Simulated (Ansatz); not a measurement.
TiRh:
```
CELL_PARAMETERS angstrom
      2.94870     0.00000     0.00000
      0.00000     2.94870     0.00000
      0.00000     0.00000     3.38465
ATOMIC_POSITIONS crystal
  Rh 0.00000 0.00000 0.00000
  Ti 0.50000 0.50000 0.50000
```

Relaxed with r²SCAN.

**Question.** Map the electron localisation function on the plane through (0.000, 0.000, 0.000) spanned by u = [1, 0, 0] and v = [0, 1, 1] in lattice vectors, from r²SCAN in the plane-wave PAW code Ansatz.

**Answer.** x is the fraction of u, y of v (the angle between them is 90°; rows are the nearest grid lines); atoms in the plane: Rh at (0.00, 0.00), Ti at (0.50, 0.50).
```
|99986323432368999|
|99985323432358999|
|99975324442357999|
|88764334543346788|
|55543334443334555|
|33333322222333333|
|33332111111123333|
|44321124442112344|
|44211478887411244|
|43113787678731134|
|32115872127851123|
|21126850005862112|
|32115872127851123|
|43113787678731134|
|44211478887411244|
|44321124442112344|
|33332111111123333|
|33333322222333333|
|55543334443334555|
|88764334543346788|
|99975324442357999|
|99985323432358999|
|99986323432368999|
```
Scale: ten equal steps from 0.007 (start of '0') to 0.775 (end of '9'), in the order '0123456789'; x runs from 0.000 to 1.00, y from 0.000 (bottom) to 1.00 (top).

The density is the valence pseudo-density with augmentation charge, so density and ELF within about 1 Å of a nucleus are not all-electron values.

Space group P4/mmm (L1₀ or tetragonal B2). The workflow started from an entry of the Crystallography Open Database (COD). Whether it is the stable phase at ambient conditions was not checked. The r²SCAN relaxation kept the symmetry of its start; whether a distortion lowers the energy is not shown. No spin polarisation was allowed.

Potentials: the later of the program's two PAW sets.
